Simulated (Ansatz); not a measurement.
TiSeS in space group P3m1 (No. 156; Ti on 1b, Se on 1c, S on 1a) under volume change, LDA (plane waves, PAW; program Ansatz), shape and atoms relaxed at each volume.

```
V (Å³/atom)  E − E(relaxed) (meV/atom)  P (GPa)
-----------  -------------------------  -------
16.951                            26.6     5.85
17.510                            10.6     3.39
18.069                             2.3     1.44
18.628                             0.0     0.00
19.187                             1.7    -0.96
19.745                             6.4    -1.65
20.304                            12.8    -2.02
```

### Question
What does a third-order Birch–Murnaghan fit give for V₀, B₀ and B′?

### Answer
V₀ = 18.64 Å³/atom, B₀ = 38.8 GPa, B′ = 10.4.

The first step of the workflow began from a Materials Project structure, measured or hypothetical; the Crystallography Open Database copy checked does not list it. Whether it is the stable phase at ambient conditions was not checked. Symmetry was held in the LDA relaxation; whether a distortion lowers the energy is not shown. The run is not spin-polarised. A crystal of weakly bound layers computed without a dispersion correction: the cell and the soft elastic constants depend strongly on that.

Potentials: the later of the program's two PAW sets.
